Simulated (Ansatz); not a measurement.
Values for one crystal, relaxed and computed with plane-wave PAW r²SCAN (Ansatz code); other levels are named.

```yaml
volume_per_atom: 16.18 Å³
electronic_character: metallic (no gap)
Formation energy from the elements (no fitted shifts): 0.75 eV/atom
Pressure derivative B′: 5.2
Density of states at the Fermi level: 0.69 states/eV per atom (mean over ±0.08 eV)
mechanical_stability: unstable (C has a negative eigenvalue)
Bulk modulus (Birch–Murnaghan fit): 202 GPa
```

Question: Which compound is it?
A) InAg3, Cu3Au type
B) AgW, L1₀ or tetragonal B2
C) CoPtW, P3m1 (Co on 1a, Pt on 1b, W on 1c)
D) MnPt, L1₀ or tetragonal B2

Answer: B, AgW, L1₀ or tetragonal B2

Space group P4/mmm (L1₀ or tetragonal B2). The start of the workflow was typed in or built on a structure type; neither database checked (COD, Materials Project) lists it. Whether it is the stable phase at ambient conditions was not checked. The r²SCAN relaxation kept the symmetry of its start. No spin polarisation was allowed. Its formation energy is positive at this level, so the cell may be metastable or incomplete. On the denser mesh and wider smearing of the elastic run this cell carries a stress of 0.7 GPa. The references are the lowest solids computed at this level, not always the standard phases. Scalar-relativistic: spin–orbit coupling is off unless named, which matters more the heavier the elements.

Potentials: the later of the program's two PAW sets.
